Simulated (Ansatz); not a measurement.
Theory: DFT PBE, scalar-relativistic, plane waves, PAW in Ansatz. All cells share a 420 eV cutoff and Γ-centred k meshes spaced at most about 0.3 Å⁻¹ (about 0.25 or finer for metals, 2π included). No spin polarisation in the final relaxations.

All energies are static (0 K, no zero-point motion).

Compare these two cells of In2SnTe3, each relaxed at this level.

A.

Space group P-4m2 (No. 115). a = 4.370 Å, b = 4.370 Å, c = 10.464 Å, α = 90.00°, β = 90.00°, γ = 90.00°
| atom | site | symmetry | x | y | z |
| --- | --- | --- | --- | --- | --- |
| In | 2g | 2mm. | 0.0000 | 0.5000 | 0.6232 |
| Sn | 1a | -4m2 | 0.0000 | 0.0000 | 0.0000 |
| Te | 2g | 2mm. | 0.0000 | 0.5000 | 0.3314 |
| Te | 1b | -4m2 | 0.5000 | 0.5000 | 0.0000 |

B.

Space group P4mm (No. 99). a = 4.453 Å, b = 4.453 Å, c = 10.501 Å, α = 90.00°, β = 90.00°, γ = 90.00°
```json
{"atom": "In", "site": "1b", "symmetry": "4mm", "x": "0.5000", "y": "0.5000", "z": "0.7538"}
{"atom": "In", "site": "1a", "symmetry": "4mm", "x": "0.0000", "y": "0.0000", "z": "0.2422"}
{"atom": "Sn", "site": "1a", "symmetry": "4mm", "x": "0.0000", "y": "0.0000", "z": "0.5326"}
{"atom": "Te", "site": "2c", "symmetry": "2mm.", "x": "0.5000", "y": "0.0000", "z": "0.0136"}
{"atom": "Te", "site": "1b", "symmetry": "4mm", "x": "0.5000", "y": "0.5000", "z": "0.4441"}
```

Task: Which is lower in energy, and by how much?

Result: A is lower, by 131 meV/atom. A has space group P-4m2 (No. 115), 33.3 Å³/atom and no gap on its mesh; B has space group P4mm (No. 99), 34.7 Å³/atom and no gap. Counting Te atoms around In and Sn (those within 1.25 times the shortest such distance or 1.15 times the sum of covalent radii; a plus sign parts nearer from farther groups; the shortest distance is added where it is long for a bond; a slash parts the counts of unlike sites), A has In 5, Sn 4 and B has In 5/4+4, Sn 4 from 3.3 Å. In A, In is surrounded by 5 Te at 3.05–3.13 Å; Sn has 4 Te at 3.09 Å; around Te on a site of symmetry 2mm lie 5 In at 3.05–3.13 Å; 1 more site not described. In B, In on its first site has 1 Te at 3.25 Å, 4 Te at 3.52 Å and 4 Sn at 3.91 Å; Sn has 1 In at 3.05 Å, 4 Te at 3.28 Å and 4 In at 3.91 Å; around Te on a site of symmetry 2mm lie 4 Te at 3.15 Å, 2 In at 3.27 Å and 2 In at 3.52 Å; 2 more sites not described. Both come from invented guesses.

Weakly bound directions are ill-defined at this level, which has no dispersion term (P-4m2), and this can change margins and order among such cells. Spin–orbit coupling, which can matter for Te, is left out. Cells relaxed within their symmetry can be saddle points.
